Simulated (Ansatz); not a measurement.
With plane-wave PAW PBEsol (Ansatz code), CoSn in the hexagonal phase (P6/mmm; Co on 3f, Sn on 1a, Sn on 2d) relaxes to a = 5.219 Å, c = 4.170 Å. Against the elements it lies at -0.15 eV/atom, with no fitted shifts.

Electronic character: metallic (no gap). Gap from PBEsol with spin–orbit coupling: none (metallic). The magnetic state found is non-magnetic (starting moments vanished).

The bulk modulus is 146 GPa. The relaxed-ion elastic constants in GPa are C11 = 250, C12 = 111, C13 = 76.5, C33 = 283, C44 = 77.9. The elastic constants imply a Debye temperature near 386 K.

The cell was relaxed with PBEsol under the symmetry of its start. The workflow began spin-polarised and lost its moments. As this level gives no gap, shear constants depend on the k-mesh and smearing (Fermi–Dirac, 0.1 eV here). Axis ratios of metals converge slowly with the k-mesh, so a and c are less sure than the volume. On the denser mesh and wider smearing of the elastic run this cell carries a stress of 0.6 GPa. The references are the lowest solids computed at this level, not always the standard phases. Spin–orbit coupling is left out wherever it is not named.

Potentials: the later of the program's two PAW sets.
